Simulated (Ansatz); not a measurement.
Input:

MgSnS₂:
```cif
data_MgS2Sn
_chemical_formula_sum 'S2 Sn1 Mg1'
_space_group_name_H-M_alt 'P-3m1'
_space_group_IT_number 164
_space_group_name_Hall '-P 3 2"'
_cell_length_a 3.82214
_cell_length_b 3.82214
_cell_length_c 6.71214
_cell_angle_alpha 90.000
_cell_angle_beta 90.000
_cell_angle_gamma 120.000
loop_
_atom_site_label
_atom_site_type_symbol
_atom_site_symmetry_multiplicity
_atom_site_Wyckoff_symbol
_atom_site_fract_x
_atom_site_fract_y
_atom_site_fract_z
_atom_site_occupancy
S1 S 2 d 0.33333 0.66667 0.28419 1
Sn1 Sn 1 a 0.00000 0.00000 0.00000 1
Mg1 Mg 1 b 0.00000 0.00000 0.50000 1
```

This is the r²SCAN+D4-relaxed structure.

Question: All from the program Ansatz at the r²SCAN+D4 level (PAW), unless another level is named. Predict the electron effective mass with spin–orbit coupling.

Answer: 0.13, 0.90, 1.2 mₑ (principal values).

Question: Next, the hole effective mass with spin–orbit coupling?

Answer: 0.16, 0.70, 0.70 mₑ (principal values).

Question: Next, the band gap?

Answer: 0.42 eV (indirect).

Question: And the weight of the conduction-edge state by species (Voronoi cells)?

Answer: Sn 42 %, S 40 %, Mg 18 %.

A made-up cell: these elements were put on the sites of a structure type; neither database checked (COD, Materials Project) lists it. Its standing as an ambient phase is unchecked. The r²SCAN+D4 relaxation kept the symmetry of its start; whether a distortion lowers the energy is not shown. Scalar-relativistic: spin–orbit coupling is off unless named, which matters more the heavier the elements.

Potentials: the later of the program's two PAW sets.
